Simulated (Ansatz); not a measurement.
Property card for ZnSnN2

ZnSnN2:
```
ZnSnN2
1.0
    1.57901     0.91164     5.13092
   -1.57901     0.91164     5.13092
    0.00000    -1.82328     5.13092
Sn Zn N
1 1 2
Direct
  0.00000   0.00000   0.00000
  0.50000   0.50000   0.50000
  0.25336   0.25336   0.25336
  0.74664   0.74664   0.74664
```

Space group R-3m (No. 166); conventional cell a = b = 3.158 Å, c = 15.393 Å, α = β = 90.00°, γ = 120.00°.

Method: plane-wave PAW r²SCAN+D4 (Ansatz code). The cell and atoms are relaxed at this level. Other levels are named where they apply.

Cell and energy:

* **Volume per atom**: 11.08 Å³
* **Density**: 7.95 g/cm³
* **Formation energy from the elements (no fitted shifts)**: 0.100 eV/atom

Electronic structure:

- Band gap: 1.27 eV (indirect)
- Valence-band maximum: off the standard path, at k = (-0.008, 0.195, -0.203) in fractions of the reciprocal vectors
- Conduction-band minimum: at Γ
- Smallest direct gap on the standard path: 1.36 eV
- Electron effective mass: 0.14 mₑ (isotropic)
- Electron effective mass with spin–orbit coupling: 0.14 mₑ (isotropic)
- Hole effective mass: 0.28, 0.83, 19 mₑ (principal values)
- Hole effective mass with spin–orbit coupling: 0.28, 0.83, 19 mₑ (principal values)
- HSE06 gap on the r²SCAN+D4 cell: 1.99 eV
- Gap with spin–orbit coupling: 1.27 eV

Mechanics:

- Bulk modulus (Birch–Murnaghan fit): 194 GPa
- Pressure derivative B′: 4.7
- Elastic constants (relaxed ions, GPa): C11 = 401, C12 = 127, C13 = 86.3, C14 = -56.8, C33 = 362, C44 = 31.6
- Mechanical stability: stable (all eigenvalues of C positive)

Charges:

Bader charges: Sn +2.15, Zn +1.21, N -1.68 e

A made-up cell: these elements were put on the sites of a structure type; neither database checked (COD, Materials Project) lists it. Whether it is the stable phase at ambient conditions was not checked. The r²SCAN+D4 relaxation kept the symmetry of its start; whether a distortion lowers the energy is not shown. The references are the lowest solids computed at this level, not always the standard phases (solids in place of the gases). Spin–orbit coupling is left out wherever it is not named.

Potentials: the later of the program's two PAW sets.
